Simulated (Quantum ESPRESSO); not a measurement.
# Ir4AgNb3: input and log of a self-consistent run

A calculation, not a measurement. The program is pw.x of Quantum ESPRESSO 7.5 (plane-wave density functional theory). The cell is made up: eight metal atoms on a hexagonal close-packed lattice, with elements, volume, strain and displacements drawn at random and not relaxed, so it may be unstable or far from any real phase. PseudoDojo standard norm-conserving files set the functional (PBE unless stated); there is no spin polarisation or spin-orbit coupling, the Fermi-Dirac width of 0.25 eV means electrons at about 2900 K, and the masses in the input are unused placeholders. Heavy elements are run without spin-orbit coupling, which real alloys of them have. A spin test at this wide smearing found no moment, but such smearing suppresses magnetism that the real alloy may have.

Input:

```
&control calculation='scf', pseudo_dir='./dojo.nc.sr.pbe.v0_5.standard.upf', outdir='./o', disk_io='minimal', tprnfor=.true., tstress=.true. /
&system ibrav=0, nat=8, ntyp=3, nbnd=80, ecutwfc=82.02448710, nosym=.true., tot_charge=0,
 occupations='smearing', smearing='fd', degauss=0.0183746611
/
&electrons conv_thr=1.470e-08, electron_maxstep=70, mixing_beta=0.5 /
ATOMIC_SPECIES
Ag 1.0 Ag.upf
Ir 1.0 Ir.upf
Nb 1.0 Nb.upf
CELL_PARAMETERS angstrom
2.8132 0.0 0.0
1.4066 -2.4363 -4.6557
1.4066 7.3088 -4.6557
ATOMIC_POSITIONS angstrom
Ir 0.1102 -0.099 0.0268
Ag 1.4549 2.4942 -4.5598
Nb 1.4538 -0.9171 -2.4547
Nb 2.8348 1.8099 -7.0446
Nb 2.7989 4.8919 -4.8061
Ir 2.8748 -0.104 -4.7157
Ir 2.8843 1.5368 -2.1449
Ir 4.2382 4.0468 -6.9986
K_POINTS automatic
9 5 3 1 1 1
```

The log is shortened where brackets say so; the opening notice, blank lines, dates and the lines on written files are dropped, and the path of the files is cut. It prints rydbergs, bohrs and kilobars, and counts compression as positive stress. Its total energy is the free energy E - TS of the whole cell.

```
     Program PWSCF v.7.5
     Parallel version (MPI & OpenMP), running on       4 processor cores
     Number of MPI processes:                 4
     Threads/MPI process:                     1
     [start-up lines left out]
     bravais-lattice index     =            0
     lattice parameter (alat)  =       5.3162  a.u.
     unit-cell volume          =     861.3279 (a.u.)^3
     number of atoms/cell      =            8
     number of atomic types    =            3
     number of electrons       =       126.00
     number of Kohn-Sham states=           80
     kinetic-energy cutoff     =      82.0245  Ry
     charge density cutoff     =     328.0979  Ry
     scf convergence threshold =      1.5E-08
     mixing beta               =       0.5000
     number of iterations used =            8  plain     mixing
     Exchange-correlation= PBE
                           (   1   4   3   4   0   0   0)
     [axes and pseudopotential details left out]
   Cartesian axes
     site n.     atom                  positions (alat units)
         1        Ir     tau(   1) = (   0.0391725  -0.0351912   0.0095265  )
         2        Ag     tau(   2) = (   0.5171691   0.8866060  -1.6208588  )
         3        Nb     tau(   3) = (   0.5167780  -0.3259989  -0.8725651  )
         4        Nb     tau(   4) = (   1.0076781   0.6433599  -2.5041234  )
         5        Nb     tau(   5) = (   0.9949168   1.7389094  -1.7084104  )
         6        Ir     tau(   6) = (   1.0218968  -0.0369686  -1.6762761  )
         7        Ir     tau(   7) = (   1.0252737   0.5462818  -0.7624413  )
         8        Ir     tau(   8) = (   1.5065406   1.4385042  -2.4877719  )
     number of k points=    68  Fermi-Dirac smearing, width (Ry)=  0.0184
                       cart. coord. in units 2pi/alat
        k(    1) = (   0.0555556   0.0192452  -0.0537111), wk =   0.0296296
        k(    2) = (   0.0555556  -0.1732070   0.0469980), wk =   0.0296296
     [further k points left out]
     Dense  grid:    86517 G-vectors     FFT dimensions: (  32,  60,  96)
     Estimated max dynamical RAM per process >     388.94 MB
     Estimated total dynamical RAM >       1.46 GB
     Initial potential from superposition of free atoms
     starting charge     125.9919, renormalised to     126.0000
     Starting wfcs are   80 randomized atomic wfcs
     total cpu time spent up to now is        7.1 secs
     per-process dynamical memory:   321.0 Mb
     Self-consistent Calculation
     iteration #  1     ecut=    82.02 Ry     beta= 0.50
     Davidson diagonalization with overlap
     ethr =  1.00E-02,  avg # of iterations =  4.5
     total cpu time spent up to now is       27.3 secs
     total energy              =   -1603.77190070 Ry
     estimated scf accuracy    <       2.43956255 Ry
     iteration #  2     ecut=    82.02 Ry     beta= 0.50
     Davidson diagonalization with overlap
     ethr =  1.94E-03,  avg # of iterations =  3.5
     total cpu time spent up to now is       47.6 secs
     total energy              =   -1600.95114975 Ry
     estimated scf accuracy    <      62.72562598 Ry
     iteration #  3     ecut=    82.02 Ry     beta= 0.50
     Davidson diagonalization with overlap
     ethr =  1.94E-03,  avg # of iterations =  3.5
     total cpu time spent up to now is       67.0 secs
     total energy              =   -1604.50243632 Ry
     estimated scf accuracy    <       7.74454715 Ry
     iteration #  4     ecut=    82.02 Ry     beta= 0.50
     Davidson diagonalization with overlap
     ethr =  1.94E-03,  avg # of iterations =  2.0
     total cpu time spent up to now is       82.5 secs
     total energy              =   -1605.04822594 Ry
     estimated scf accuracy    <       0.87669161 Ry
     iteration #  5     ecut=    82.02 Ry     beta= 0.50
     Davidson diagonalization with overlap
     ethr =  6.96E-04,  avg # of iterations =  1.7
     total cpu time spent up to now is       97.9 secs
     total energy              =   -1605.08062384 Ry
     estimated scf accuracy    <       0.65112756 Ry
     [iterations 6 to 14 left out]
     iteration # 15     ecut=    82.02 Ry     beta= 0.50
     Davidson diagonalization with overlap
     ethr =  2.37E-08,  avg # of iterations =  1.6
     total cpu time spent up to now is      253.1 secs
     total energy              =   -1605.13982839 Ry
     estimated scf accuracy    <       0.00000395 Ry
     iteration # 16     ecut=    82.02 Ry     beta= 0.50
     Davidson diagonalization with overlap
     ethr =  3.13E-09,  avg # of iterations =  2.7
     total cpu time spent up to now is      269.4 secs
     total energy              =   -1605.13982857 Ry
     estimated scf accuracy    <       0.00000519 Ry
     iteration # 17     ecut=    82.02 Ry     beta= 0.50
     Davidson diagonalization with overlap
     ethr =  3.13E-09,  avg # of iterations =  1.1
     total cpu time spent up to now is      284.0 secs
     total energy              =   -1605.13982893 Ry
     estimated scf accuracy    <       0.00000112 Ry
     iteration # 18     ecut=    82.02 Ry     beta= 0.50
     Davidson diagonalization with overlap
     ethr =  8.86E-10,  avg # of iterations =  1.5
     total cpu time spent up to now is      299.1 secs
     total energy              =   -1605.13982901 Ry
     estimated scf accuracy    <       0.00000002 Ry
     iteration # 19     ecut=    82.02 Ry     beta= 0.50
     Davidson diagonalization with overlap
     ethr =  1.45E-11,  avg # of iterations =  4.4
     total cpu time spent up to now is      320.3 secs
     End of self-consistent calculation
     [lines on levels left out]
!    total energy              =   -1605.13982900 Ry
     estimated scf accuracy    <       0.00000001 Ry
     smearing contrib. (-TS)   =      -0.10715624 Ry
     internal energy E=F+TS    =   -1605.03267276 Ry
     The total energy is F=E-TS. E is the sum of the following terms:
     one-electron contribution =    -349.43658702 Ry
     hartree contribution      =     255.18354626 Ry
     xc contribution           =    -299.67366254 Ry
     ewald contribution        =   -1211.10596947 Ry
     convergence has been achieved in  19 iterations
     Forces acting on atoms (cartesian axes, Ry/au):
     atom    1 type  2   force =    -0.01817968    0.02018454   -0.02982026
     atom    2 type  1   force =    -0.00406312   -0.07020518    0.01098057
     atom    3 type  3   force =     0.00420586    0.07323966   -0.00695714
     atom    4 type  3   force =     0.00200639   -0.08966678    0.04578398
     atom    5 type  3   force =     0.01128319    0.01471045    0.01780093
     atom    6 type  2   force =     0.00141051    0.03491217    0.01291627
     atom    7 type  2   force =    -0.00412344    0.01262022   -0.03137696
     atom    8 type  2   force =     0.00746028    0.00420492   -0.01932740
     Total force =     0.160995     Total SCF correction =     0.000506
     Computing stress (Cartesian axis) and pressure
          total   stress  (Ry/bohr**3)                   (kbar)     P=       56.85
   0.00034495  -0.00001341   0.00001610           50.74       -1.97        2.37
  -0.00001341   0.00058714   0.00002922           -1.97       86.37        4.30
   0.00001610   0.00002922   0.00022731            2.37        4.30       33.44
     init_run     :      6.74s CPU      6.97s WALL (       1 calls)
     electrons    :    306.71s CPU    313.13s WALL (       1 calls)
     forces       :      2.64s CPU      2.64s WALL (       1 calls)
     stress       :      9.22s CPU      9.23s WALL (       1 calls)
     [timing details left out]
     PWSCF        :   5m25.48s CPU   5m32.22s WALL
     JOB DONE.
```

In other units: free energy -21839.040 eV for the cell, pressure 5.69 GPa, largest force component 2.305 eV/Å in size. The run took 334 s of wall time with four MPI processes on a shared machine (Intel Xeon, 2023 or later, virtual cores), so the time is rough. A rerun of this cell at a higher cutoff and on a denser mesh moved values by no more than 0.008 eV in energy, 0.10 GPa in stress and 0.011 eV/Å in force, and a second program with other atomic files agreed on that cell to 2 % rms in force and 0.5 GPa in pressure.